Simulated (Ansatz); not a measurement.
Ga2O3:
```cif
data_Ga8O12
_chemical_formula_sum 'Ga8 O12'
_space_group_name_H-M_alt 'C2/m'
_space_group_IT_number 12
_space_group_name_Hall '-C 2y'
_cell_length_a 12.25576
_cell_length_b 3.03913
_cell_length_c 5.80820
_cell_angle_alpha 90.000
_cell_angle_beta 103.809
_cell_angle_gamma 90.000
loop_
_space_group_symop_operation_xyz
  'x, y, z'
  '-x, -y, -z'
  '-x, y, -z'
  'x, -y, z'
  'x+1/2, y+1/2, z'
  '-x+1/2, -y+1/2, -z'
  '-x+1/2, y+1/2, -z'
  'x+1/2, -y+1/2, z'
loop_
_atom_site_label
_atom_site_type_symbol
_atom_site_symmetry_multiplicity
_atom_site_Wyckoff_symbol
_atom_site_fract_x
_atom_site_fract_y
_atom_site_fract_z
_atom_site_occupancy
Ga1 Ga 4 i 0.09051 0.00000 0.29477 1
Ga2 Ga 4 i 0.34127 0.00000 0.18555 1
O1 O 4 i 0.17334 0.00000 0.06351 1
O2 O 4 i 0.16423 0.00000 0.60914 1
O3 O 4 i 0.00371 0.50000 0.24377 1
```
(The calculation used a cell of 10 atoms; values per cell refer to that cell.)

Relaxed with r²SCAN.

### Question
Give the optical modes at the zone centre with their infrared activity from DFPT, plane-wave PAW r²SCAN (Ansatz code).

### Answer
Transverse frequencies, without the LO–TO term; a row sums one degenerate level.

| ω (cm⁻¹) | degeneracy | IR ((D/Å)²/amu) | activity | symmetry |
|---|---|---|---|---|
| 111 | 1 | 0.00 | IR-inactive | Ag |
| 114 | 1 | 0.00 | IR-inactive | Bg |
| 145 | 1 | 0.00 | IR-inactive | Bg |
| 154 | 1 | 0.19 | IR | Au |
| 169 | 1 | 0.00 | IR-inactive | Ag |
| 200 | 1 | 0.00 | IR-inactive | Ag |
| 209 | 1 | 12.07 | IR | Bu |
| 260 | 1 | 7.73 | IR | Bu |
| 279 | 1 | 1.19 | IR | Bu |
| 297 | 1 | 14.78 | IR | Au |
| 319 | 1 | 0.00 | IR-inactive | Ag |
| 346 | 1 | 0.00 | IR-inactive | Ag |
| 352 | 1 | 0.00 | IR-inactive | Bg |
| 356 | 1 | 5.84 | IR | Bu |
| 409 | 1 | 0.00 | IR-inactive | Ag |
| 428 | 1 | 29.04 | IR | Bu |
| 449 | 1 | 24.05 | IR | Au |
| 470 | 1 | 0.00 | IR-inactive | Ag |
| 474 | 1 | 0.00 | IR-inactive | Bg |
| 567 | 1 | 31.49 | IR | Bu |
| 623 | 1 | 0.00 | IR-inactive | Ag |
| 649 | 1 | 0.00 | IR-inactive | Bg |
| 654 | 1 | 0.00 | IR-inactive | Ag |
| 659 | 1 | 13.06 | IR | Au |
| 686 | 1 | 7.90 | IR | Bu |
| 740 | 1 | 4.61 | IR | Bu |
| 761 | 1 | 0.00 | IR-inactive | Ag |

### Question
How high does the top mode go among those that the LO–TO term moves?

### Answer
761 cm⁻¹ for q along x, 758 cm⁻¹ for q along y, 789 cm⁻¹ for q along z.

The r²SCAN relaxation kept the symmetry of its start.

Potentials: the later of the program's two PAW sets.
